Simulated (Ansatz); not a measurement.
Space group Im-3m (No. 229). a = 6.804 Å, b = 6.804 Å, c = 6.804 Å, α = 90.00°, β = 90.00°, γ = 90.00°
| atom | site | symmetry | x | y | z |
| --- | --- | --- | --- | --- | --- |
| Rb | 2a | m-3m | 0.0000 | 0.0000 | 0.0000 |
| Si | 12d | -4m.2 | 0.0000 | 0.5000 | 0.2500 |

Equation of state of this RbSi$_{6}$ structure (not necessarily the ground state), with shape and atoms relaxed at each volume where symmetry leaves them free. It has no gap at any of these volumes. Level of theory: DFT PBE, scalar-relativistic, plane waves, PAW in Ansatz 0.2.0.

Cutoff 420 eV; k points 8×8×8 on the computed 7-atom cell (Γ-centred); Gaussian smearing, width 0.10 eV; no spin polarisation.

```
V (Å³/atom)  E − E(largest V) (meV/atom)  P (GPa)
     19.797                        44.78    11.13
     20.471                         5.44     7.64
     21.146                       -20.32     4.68
     21.821                       -34.53     2.15
     22.496                       -38.91     0.00
     23.171                       -34.95    -1.82
     23.846                       -23.90    -3.37
     24.746                         0.00    -5.06
```

Fit a third-order Birch–Murnaghan equation, E = E0 + (9V0B0/16)·[(x − 1)³B0' + (x − 1)²(6 − 4x)] with x = (V0/V)^(2/3), to E(V).

V0 = 22.50 Å³/atom, B0 = 66 GPa, B0' = 4.4.

The cell was found from a structure generator's guess, not taken from experiment.
